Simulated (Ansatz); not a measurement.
**B: from a starting cell to a relaxed one**

The start is a relaxed B cell displaced along its unstable phonon at q = (½, ½, 0) of its primitive reciprocal cell (522i cm⁻¹), largest move 0.15 Å. The structure is fully relaxed (lattice and positions, P = 0) with PBE (plane waves to 420 eV, PAW, scalar-relativistic; Ansatz, an electronic-structure program). First-step values are on the input's coarse k-mesh.

Ansatz input (later rounds restart from its end on a renewed k-mesh):
Ansatz 0.2 input:
```yaml
crystal:
  lattice:
    - [2.0834103056, -2.9321225594, 0]
    - [2.0834103056, 0, 0]
    - [0, 0, 4.307108577]
  atoms:
    - { symbol: B, position: [0.4996606301, 0.0003393699, 0.2848261478] }
    - { symbol: B, position: [0.9996606301, 0.0003393699, 0.2151738522] }
    - { symbol: B, position: [0.5003393699, 0.9996606301, 0.7151738522] }
    - { symbol: B, position: [0.0003393699, 0.9996606301, 0.7848261478] }
basis: { ecutwfc: 420, ecutrho_ratio: 4, xc_grid: 2, fft_grid_basis: typed }
kpoints: { mp_grid: { grid: [19, 19, 8] } }
hamiltonian:
  xc: pbe
  dispersion: none
  pseudopotentials: { azcp: { folder: ./paw }, kind: paw }
scf: { occupations: { method: fermi_dirac, width: 0.05 } }
relax: { f_tol: 0.01, max_steps: 100, cell: { stress_tol: 0.02 } }
output: { forces: true, stress: true }
```

**Question.** Which atoms feel the largest initial force, and how large is it?

**Answer.** 1.09 eV/Å, on B1, B2, B3, B4 (atoms numbered as listed).

**Question.** How does the volume change?

**Answer.** +1.9 %, from 6.58 to 6.70 Å³/atom.

**Question.** Does it find its way back to the structure it was made from?

**Answer.** It does not go back: it reaches Immm (No. 71), 0.61 eV/atom below the parent.

**Question.** Is the relaxed structure metallic? Give its gap.

**Answer.** Zero (metallic).

**Question.** Write out the relaxed structure.

**Answer.** 
```cif
data_B4
_chemical_formula_sum 'B4'
_space_group_name_H-M_alt 'Immm'
_space_group_IT_number 71
_space_group_name_Hall '-I 2 2'
_cell_length_a 1.85082
_cell_length_b 2.81541
_cell_length_c 5.14577
_cell_angle_alpha 90.000
_cell_angle_beta 90.000
_cell_angle_gamma 90.000
loop_
_atom_site_label
_atom_site_type_symbol
_atom_site_symmetry_multiplicity
_atom_site_Wyckoff_symbol
_atom_site_fract_x
_atom_site_fract_y
_atom_site_fract_z
_atom_site_occupancy
B1 B 4 i 0.00000 0.00000 0.16750 1
```
(The calculation used a cell of 2 atoms; values per cell refer to that cell.)

Final values are on a 24×24×24 k-mesh of the relaxed cell. No spin polarisation in the result.

The run could not lose the symmetry of its start, so the end can be a saddle point.

The relaxed structure here is a generated cell of B: the first start was made by placing the elements on the sites of a structure type, and the end was not matched to a known phase here, so it may be hypothetical.
